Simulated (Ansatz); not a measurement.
The relaxed structure here is a generated cell of Sb: the first start was made by placing the elements on the sites of a structure type, and the end was not matched to a known phase here, so it may be hypothetical. Known forms of Sb include space group No. 166.

One stationary structure of Sb. All values below come from r2SCAN (plane waves to 500 eV, PAW, scalar-relativistic; Ansatz, a quantum-chemistry and plane-wave program).

```
CELL_PARAMETERS angstrom
      3.08343     0.00000     0.00000
      0.00000     3.08343     0.00000
      0.00000     0.00000     3.08343
ATOMIC_POSITIONS crystal
  Sb 0.50000 0.50000 0.50000
```

Q: Determine the symmetry and give the standard cell with its independent sites.

A: Space group Pm-3m (No. 221); a = b = c = 3.083 Å, α = β = γ = 90.00°

```tsv
atom	site	symmetry	x	y	z
Sb	1b	m-3m	0.5000	0.5000	0.5000
```

This is the AFLOW prototype A_cP1_221_a (A_h).

Q: Give the shortest distances between elements (the closest pairs, up to four, under 3.6 Å).

A: Sb–Sb 3.08 Å.

```yaml
volume_per_atom: 29.32 Å³
band_gap: no gap (metallic)
```

No spin polarisation in the result. The relaxed primitive cell holds an odd number of electrons. A magnetic state may lie lower.

The run could not lose the symmetry of its start: the end is stationary, and may be a saddle point rather than a minimum.
